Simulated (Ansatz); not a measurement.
Here is the system:

YMgAg:
```cif
data_Ag3Mg3Y3
_chemical_formula_sum 'Y3 Ag3 Mg3'
_space_group_name_H-M_alt 'P-62m'
_space_group_IT_number 189
_space_group_name_Hall 'P -6 -2'
_cell_length_a 7.65464
_cell_length_b 7.65464
_cell_length_c 4.16430
_cell_angle_alpha 90.000
_cell_angle_beta 90.000
_cell_angle_gamma 120.000
loop_
_atom_site_label
_atom_site_type_symbol
_atom_site_symmetry_multiplicity
_atom_site_Wyckoff_symbol
_atom_site_fract_x
_atom_site_fract_y
_atom_site_fract_z
_atom_site_occupancy
Y1 Y 3 g 0.41294 0.41294 0.50000 1
Ag1 Ag 2 c 0.33333 0.66667 0.00000 1
Ag2 Ag 1 b 0.00000 0.00000 0.50000 1
Mg1 Mg 3 f 0.00000 0.24416 0.00000 1
```

This is the r²SCAN-relaxed structure.

Task: All from DFT-r²SCAN in the program Ansatz with PAW potentials, unless another level is named. Give the density of states at the Fermi level.

Result: 0.82 states/eV per atom (mean over ±0.08 eV).

Task: Next, the formation energy from the elements (no fitted shifts)?

Result: -29 kJ/mol-atom.

Task: What about the gap with spin–orbit coupling?

Result: none (metallic).

The workflow started from an entry of the Crystallography Open Database (COD). Its standing as an ambient phase is unchecked. Symmetry was held in the r²SCAN relaxation; its stability against distortions is not shown here. No spin polarisation was allowed. The references are the lowest solids computed at this level, not always the standard phases. Spin–orbit coupling is left out wherever it is not named.

Potentials: the later of the program's two PAW sets.
